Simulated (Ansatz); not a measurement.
**LuSe: strain and displacement**

```xyz
2
Lattice="0.0000 2.7880 2.7880 2.7880 0.0000 2.7880 2.7880 2.7880 0.0000" Properties=species:S:1:pos:R:3 pbc="T T T"
Lu    0.0000    0.0000    0.0000
Se    2.7880    2.7880    2.7880
```

Atom numbers follow the list: Lu1, Se2.

The cell is COD entry 1538176, as deposited and not checked against the literature; nothing was relaxed.

No spin–orbit coupling, which matters for the heavy atoms here.

Computed with DFT, PBEsol, all-electron PAW with datasets made for the crystal, scalar-relativistic (Ansatz 0.2.0).

Sampling and basis: a Γ-centred 9×9×9 k mesh, Fermi–Dirac smearing of 0.02 eV, cutoff 340 eV (chosen by the program for this cell), no spin polarisation.

The unchanged cell is at -1.17 GPa.

In a metal, stresses and small energies carry noise from the k mesh.

x, y and z are the Cartesian axes of the cell as listed; fractional coordinates follow a strain, and an engineering shear is twice the off-diagonal strain component.

(1) With this change (equal xy, yz and zx engineering shear strains of -2 %), what becomes of the energy and stress?

With equal xy, yz and zx engineering shear strains of -1 %: energy change under 1 meV/atom; stress change (xx, yy, zz, yz, xz, xy) -0.01, -0.01, -0.01, -0.05, -0.05, -0.05 GPa, compression positive.

(2) With this change (equal xy, yz and zx engineering shear strains of +1 %), what becomes of the energy and stress?

With equal xy, yz and zx engineering shear strains of +2 %: energy change under 1 meV/atom; stress change (xx, yy, zz, yz, xz, xy) 0.02, 0.02, 0.02, -0.01, -0.01, -0.01 GPa, compression positive.

Results:

(1) Energy change under 1 meV/atom; stress change (xx, yy, zz, yz, xz, xy) 0.01, 0.01, 0.01, 0.14, 0.14, 0.14 GPa, compression positive.

(2) Energy change under 1 meV/atom; stress change (xx, yy, zz, yz, xz, xy) 0.01, 0.01, 0.01, 0.03, 0.03, 0.03 GPa, compression positive.
